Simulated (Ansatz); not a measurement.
Cu Kα1 powder pattern (kinematic, no thermal factors).
```tsv
2θ (°)	relative intensity
11.23	29
18.34	21
19.64	98
22.57	56
23.32	4
26.35	80
29.45	5
31.24	32
31.89	100
31.97	6
33.10	48
33.52	33
34.14	8
35.70	23
36.54	15
36.65	47
36.76	33
36.78	20
37.18	8
37.67	15
37.69	5
38.04	34
39.22	3
39.90	6
41.05	24
42.05	17
42.13	13
43.03	3
44.71	12
44.71	7
44.86	1
44.89	17
45.33	2
45.98	3
46.09	9
46.39	12
46.49	3
47.15	9
47.69	2
48.93	8
49.07	3
50.72	4
50.79	4
52.32	26
52.79	4
53.42	5
53.43	10
53.64	4
54.71	4
55.06	11
56.03	2
56.56	17
57.55	3
58.59	11
58.65	19
58.99	24
60.77	6
60.91	13
61.10	16
61.57	18
61.91	8
61.91	2
62.15	14
62.18	1
62.47	8
62.78	5
63.25	9
64.18	9
64.25	21
65.16	1
65.86	14
65.87	1
66.47	1
66.61	2
66.65	9
66.70	3
66.84	3
67.83	3
67.95	1
68.09	9
68.56	11
68.78	5
68.88	3
68.99	1
69.24	5
69.46	7
69.66	1
70.67	3
70.69	5
70.71	1
71.66	5
71.91	2
71.92	9
71.98	5
72.45	7
73.09	1
73.65	1
74.66	3
75.27	2
75.62	1
75.81	1
76.10	4
77.59	6
77.91	2
77.92	3
78.06	2
78.20	1
79.22	2
79.53	2
79.94	2
80.43	3
80.49	2
80.60	1
81.21	3
81.36	1
81.98	4
83.06	1
83.63	3
83.83	1
84.66	4
84.97	4
85.08	2
85.92	1
85.97	1
86.06	2
86.42	3
86.61	3
86.69	4
87.64	2
87.83	4
88.64	2
88.68	3
88.69	2
89.49	3
89.67	1
89.71	1
```

The pattern is computed from a structure relaxed with DFT PBE, scalar-relativistic, plane waves, PAW (Ansatz 0.2.0). No spin polarisation. Its elements are Al, Ga, O.

**Question.** Give the structure.

**Answer.** AlGa$_{3}$O$_{6}$.
Space group P1 (No. 1). a = 3.054 Å, b = 4.955 Å, c = 8.028 Å, α = 78.85°, β = 86.82°, γ = 83.23°
| atom | site | symmetry | x | y | z |
| --- | --- | --- | --- | --- | --- |
| Al | 1a | 1 | 0.6227 | 0.3323 | 0.1004 |
| Ga | 1a | 1 | 0.2859 | 0.9602 | 0.8421 |
| Ga | 1a | 1 | 0.2119 | 0.8020 | 0.2830 |
| Ga | 1a | 1 | 0.7521 | 0.4814 | 0.6454 |
| O | 1a | 1 | 0.7161 | 0.6967 | 0.4088 |
| O | 1a | 1 | 0.3693 | 0.6789 | 0.0792 |
| O | 1a | 1 | 0.2905 | 0.2743 | 0.6342 |
| O | 1a | 1 | 0.8178 | 0.7628 | 0.7628 |
| O | 1a | 1 | 0.7336 | 0.1776 | 0.9202 |
| O | 1a | 1 | 0.1315 | 0.1907 | 0.2122 |

A pattern alone doesn't exclude other cells with like lines; this is the one computed.

It was reached by relaxing an invented guess, and it needn't be the stable form of this composition.
